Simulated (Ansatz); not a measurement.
Relaxed-ion elastic tensor of B in space group I4_132 (No. 214; B on 8a) in GPa (Voigt order), r²SCAN in the plane-wave PAW code Ansatz; density 1.44 g/cm³, 12.48 Å³ per atom.

```
 145  94.9  94.9   0.0   0.0   0.0
94.9   145  94.9   0.0   0.0   0.0
94.9  94.9   145   0.0   0.0   0.0
 0.0   0.0   0.0  26.1   0.0   0.0
 0.0   0.0   0.0   0.0  26.1   0.0
 0.0   0.0   0.0   0.0   0.0  26.1
```

**Question.** Is the crystal mechanically stable?

**Answer.** Yes: the smallest eigenvalue of C is 26.1 GPa.

**Question.** Work out the Voigt, Reuss and Hill averages.

**Answer.** K_V = 112, K_R = 112, K_H = 112; G_V = 25.7, G_R = 25.7, G_H = 25.7 GPa.

**Question.** Give Young's modulus, Poisson's ratio, Pugh's ratio and the universal anisotropy index.

**Answer.** E = 9KG/(3K + G) = 71.7 GPa; ν = 0.39; K/G = 4.34 (ductile by the Pugh limit of 1.75); A_U = 5G_V/G_R + K_V/K_R − 6 = 0.00.

**Question.** Estimate the sound speeds and the Debye temperature.

**Answer.** v_l = √((K + 4G/3)/ρ) = 10100 m/s, v_t = √(G/ρ) = 4230 m/s, mean 4780 m/s; Θ = (h/k)(3n/4πV)^(1/3) v_m = 614 K.

**Question.** Give the Zener ratio and Young's modulus along [100], [110] and [111].

**Answer.** A = 2C44/(C11 − C12) = 1.03; 1/E = S11 − 2(S11 − S12 − S44/2)Γ with Γ = 0, 1/4, 1/3 gives 70.5, 72.0, 72.5 GPa.

The start of the workflow was typed in or built on a structure type; neither database checked (COD, Materials Project) lists it. It is not the phase usual at ambient conditions (space group No. 166). Symmetry was held in the r²SCAN relaxation; whether a distortion lowers the energy is not shown.

Potentials: the later of the program's two PAW sets.
